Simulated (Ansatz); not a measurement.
CdS:
```
CdS
1.0
    4.16414     0.00000     0.00000
   -2.08207     3.60625     0.00000
    0.00000     0.00000     6.76581
Cd S
2 2
Direct
  0.66667   0.33333   0.00108
  0.33333   0.66667   0.50108
  0.66667   0.33333   0.62412
  0.33333   0.66667   0.12412
```

Tensor components refer to the Cartesian frame of this cell.

Give the high-frequency dielectric tensor and the Born effective charge tensors of the independent atoms from DFPT, plane-wave PAW r²SCAN (Ansatz code).


ε∞:
```
5.38  0.00  0.00
0.00  5.38  0.00
0.00  0.00  5.46
```
Z* of atom 1 (Cd), rows: field, columns: displacement, in e:
```
2.15  0.00  0.00
0.00  2.15  0.00
0.00  0.00  2.23
```
Z* of atom 3 (S), rows: field, columns: displacement, in e:
```
-2.15   0.00   0.00
 0.00  -2.15   0.00
 0.00   0.00  -2.23
```

Static charges for comparison (Bader): Cd1 +0.95, S3 -0.95 e. Born charges measure polarisation by displacement and can exceed these by far.

Space group P6_3mc (wurtzite). The cell was relaxed with r²SCAN under the symmetry of its start. Spin–orbit coupling is left out wherever it is not named.

Potentials: the later of the program's two PAW sets.
